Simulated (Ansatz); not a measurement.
Method: DFT PBE, scalar-relativistic, plane waves, PAW (Ansatz). All cells share a 420 eV cutoff and Γ-centred k meshes spaced about 0.3 Å⁻¹ or finer (0.25 for metals, 2π included). No spin polarisation.

Temperature and zero-point effects are left out.

Compare these two cells of La₂SnO₅, each relaxed at this level.

A.

```cif
data_structure
_symmetry_space_group_name_H-M 'Pbam'
_symmetry_Int_Tables_number 55
_cell_length_a 6.6587
_cell_length_b 9.7802
_cell_length_c 3.4160
_cell_angle_alpha 90.000
_cell_angle_beta 90.000
_cell_angle_gamma 90.000
_cell_volume 222.46
loop_
_atom_site_label
_atom_site_type_symbol
_atom_site_symmetry_multiplicity
_atom_site_Wyckoff_symbol
_atom_site_fract_x
_atom_site_fract_y
_atom_site_fract_z
_atom_site_occupancy
La1 La 4 h 0.55652 0.83206 0.50000 1
Sn1 Sn 2 a 0.00000 0.00000 0.00000 1
O1 O 4 h 0.83078 0.07521 0.50000 1
O2 O 4 g 0.14746 0.19012 0.00000 1
O3 O 2 c 0.50000 0.00000 0.00000 1
```

B.

```cif
data_structure
_symmetry_space_group_name_H-M 'Cmc2_1'
_symmetry_Int_Tables_number 36
_cell_length_a 16.4565
_cell_length_b 5.8316
_cell_length_c 5.6590
_cell_angle_alpha 90.000
_cell_angle_beta 90.000
_cell_angle_gamma 90.000
_cell_volume 543.09
loop_
_atom_site_label
_atom_site_type_symbol
_atom_site_symmetry_multiplicity
_atom_site_Wyckoff_symbol
_atom_site_fract_x
_atom_site_fract_y
_atom_site_fract_z
_atom_site_occupancy
La1 La 8 b 0.67569 0.22125 0.48602 1
Sn1 Sn 4 a 0.00000 0.20254 0.49345 1
O1 O 8 b 0.60163 0.84587 0.58210 1
O2 O 4 a 0.00000 0.11934 0.14225 1
O3 O 8 b 0.73947 0.50196 0.24403 1
```

Question: Which form is favoured at zero pressure, and by what margin per atom?

Answer: A is lower, by 42 meV/atom. A has space group Pbam (No. 55), 13.9 Å³/atom and a gap of 2.11 eV on its mesh; B has space group Cmc2_1 (No. 36), 17.0 Å³/atom and a gap of 1.73 eV. Counting O atoms around La and Sn (those within 1.25 times the shortest such distance or 1.15 times the sum of covalent radii, 1.27 where that leaves under three; a plus sign parts nearer from farther groups), A has La 8+1, Sn 6 and B has La 6, Sn 4. The denser one is the lower, and pressure would at first widen the difference. In A, La has 2 O at 2.40 Å, 6 O at 2.59–2.73 Å, 1 O at 3.00 Å, 3 La at 3.37–3.42 Å, 4 Sn at 3.69–3.79 Å and 2 La at 3.70 Å; around Sn lie 6 O at 2.10–2.17 Å, 2 O at 3.33 Å, 2 Sn at 3.42 Å and 8 La at 3.69–3.79 Å; O on a site of symmetry m has 2 Sn at 2.17 Å, 2 La at 2.62–2.73 Å, 1 O at 2.69 Å, 4 O at 2.88–2.94 Å, 1 La at 3.00 Å and 4 O at 3.11 Å; 2 more sites not described. In B, La is surrounded by 4 O at 2.34–2.42 Å and 2 O at 2.56–2.62 Å; Sn has 4 O at 1.94–2.06 Å; O on a site of symmetry 1 has 1 Sn at 1.94 Å and 2 La at 2.56–2.62 Å; 2 more sites not described. Both come from trial cells of a structure search.

Kohn–Sham gaps at this level usually fall short of measured ones. With atoms moved at random, A came back. B had no clear such test and can be a saddle point.
